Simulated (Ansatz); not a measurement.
NbP:
```yaml
crystal:
  lattice:
    - [3.07857, 0.00000, 0.00000]
    - [0.00000, 3.07857, 0.00000]
    - [0.00000, 0.00000, 3.07857]
  atoms:
    - { symbol: Nb, position: [0.00000, 0.00000, 0.00000] }
    - { symbol: P, position: [0.50000, 0.50000, 0.50000] }
```

Relaxed with PBEsol. Special points in fractions of this cell's reciprocal vectors: Γ (0.000, 0.000, 0.000); X (0.000, 0.500, 0.000); M (0.500, 0.500, 0.000); R (0.500, 0.500, 0.500).

**Question.** List the band energies nearest the Fermi level at these points for PBEsol in the plane-wave PAW code Ansatz.

**Answer.** In eV from the Fermi level; about four levels below and three above (degenerate sets whole), none deeper than 8.9 eV; points with the same levels are listed once.

```
k                          below           above
-  -----------------------------  --------------
Γ                    -3.46 -3.46  0.12 0.12 0.12
X        -7.78 -2.53 -2.53 -2.20  2.43 3.71 4.73
M  -4.61 -4.61 -2.85 -0.28 -0.28  1.72 2.63 4.01
R        -8.16 -6.78 -6.78 -6.78  3.63 3.63 3.63
```

Space group Pm-3m (CsCl type). A made-up cell: these elements were put on the sites of a structure type; neither database checked (COD, Materials Project) lists it. COD files the formula under space group No. 141, so this cell is another polymorph or a model. Its standing as an ambient phase is unchecked. Symmetry was held in the PBEsol relaxation; of distortions, only those at the zone centre were tested. The run is not spin-polarised. Scalar-relativistic: spin–orbit coupling is off unless named, which matters more the heavier the elements.

Potentials: the later of the program's two PAW sets.
